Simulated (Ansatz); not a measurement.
CoO (Fm-3m)

Computed with Ansatz (plane waves, PAW): LDA+U, U_eff = 4.0 eV (Dudarev form) on Co d, fully localised double counting, collinear spin, scalar-relativistic, 420 eV, PAW set soft_2 (made for PBE), 8×8×8 mesh, Gaussian smearing of 0.05 eV.

```
Co O
1.0
     0.00000    2.13150    2.13150
     2.13150    0.00000    2.13150
     2.13150    2.13150    0.00000
Co O
1 1
Direct
  0.00000 0.00000 0.00000
  0.50000 0.50000 0.50000
```

The structure is that of a cell as deposited in COD, unrelaxed.

Cell and atoms stay fixed. Atoms count from 1 in the text and from 0 in parts of the program's output.

Two runs on this cell converged from different starts. The ends of their outputs, energies left out (λ are the eigenvalues of a shell's occupation matrix):

Run A:

```
Magnetization: 2.9882 μB (12.9941 up, 10.0059 down)
Absolute magnetization: 2.9885 μB (∫|ρ↑−ρ↓|, with the PAW one-centre terms)
Per-site moments (μB) at R_I (Å): [(2.56515, 0.87924), (0.25177, 0.87924)]
Entropy (-TS):   -0.000091 eV (-0.046 meV/atom)
Fermi energy:    13.104881 eV
--- Forces (eV/Å), atoms counted from 1 ---
  atom   1  Co     0.00000000     0.00000000     0.00000000
  atom   2  O      0.00000000     0.00000000     0.00000000
--- Stress (GPa, compression-positive) ---
      -11.899503       0.000000       0.000000
        0.000000       0.409102       0.000000
        0.000000       0.000000     -11.899503
  P = ⅓ Tr σ = -7.7966 GPa (-77.966 kbar)
--- Löwdin populations: 2 sites ---
  site symbol       q [e]    m [muB]
     0     Co     15.8429     2.6610
     1      O      7.0254     0.3223
--- Occupation matrices: 1 shell (run DFT+U table (all-electron-ortho-atomic); ε = 1.23e-3) ---
  Co0 d_3D up     Tr n = 4.9862  λ = 0.994 0.997 0.998 0.998 0.999
  Co0 d_3D dn     Tr n = 2.3260  λ = 0.055 0.124 0.161 0.993 0.993
```

Run B:

```
Magnetization: 3.0000 μB (13.0000 up, 10.0000 down)
Absolute magnetization: 3.0038 μB (∫|ρ↑−ρ↓|, with the PAW one-centre terms)
Per-site moments (μB) at R_I (Å): [(2.58476, 0.87924), (0.24657, 0.87924)]
Fermi energy:    13.534520 eV
--- Forces (eV/Å), atoms counted from 1 ---
  atom   1  Co     0.00000000     0.00000000     0.00000000
  atom   2  O      0.00000000     0.00000000     0.00000000
--- Stress (GPa, compression-positive) ---
       -8.104292      -0.395956      -0.395956
       -0.395956      -8.104292      -0.395956
       -0.395956      -0.395956      -8.104292
  P = ⅓ Tr σ = -8.1043 GPa (-81.043 kbar)
--- Löwdin populations: 2 sites ---
  site symbol       q [e]    m [muB]
     0     Co     15.8328     2.6787
     1      O      7.0342     0.3168
--- Occupation matrices: 1 shell (run DFT+U table (all-electron-ortho-atomic); ε = 7.88e-3) ---
  Co0 d_3D up     Tr n = 4.9887  λ = 0.996 0.996 0.998 0.998 0.999
  Co0 d_3D dn     Tr n = 2.3109  λ = 0.055 0.140 0.140 0.987 0.987
```

**Question.** Which run lies higher in energy, by how much, and why?

**Answer.** Run A, by 71.3 meV/atom. Run A has no gap on the mesh (a metal); run B has 7 d electrons in filled orbitals, 3 of them unpaired, the high-spin filling, a gap of 1.14 eV and a whole-number cell moment of 3 μB, as a collinear insulator must have. Run A kept 16 symmetry operations, run B 12. Flag on run A: mesh too coarse for this metal. Both fill the same number of orbitals in each spin, so they differ in which orbitals are filled. With J = 0 the Hubbard energy is (U/2) Σ λ(1 − λ), a penalty on fractional natural occupations. The sums Σ λ(1 − λ) over the cell's shells are 0.33 for run B and 0.32 for run A, which at U/2 = 2.00 eV give 0.66 and 0.65 eV per cell. The two differ by 0.01 eV, within U times the program's tolerance on the occupations (0.008), so the energy difference isn't parted into terms.

With one Co ion in the cell, Co moments can't oppose each other.

In the lower state the fixed cell carries a pressure of -8.1 GPa (the cell is larger than this level of theory would relax to); relaxing would change energies and could change the order of close states.

Run A started from: ferromagnetic start, free, natural orbitals of the symmetric run filled by rank, moments Co1 3.00 μB, occupations held for 10 iterations. Run B started from: ferromagnetic start, free, default search, moments Co1 3.00 μB. At this level the cell was started in 11 ways. Run B holds the lowest state found for this cell, which doesn't make it the ground state. For metallic states the mesh is coarse, so energy differences carry some meV/atom. U wasn't fitted or computed for this material, so the results show what this U gives and needn't match the real solid. Where a metal has almost no states within the smearing of the Fermi level on this mesh, its moment and stress follow whole counts of k-points and would move on a finer mesh. Gaps are Kohn–Sham gaps over the k-mesh alone and may be smaller between its points.
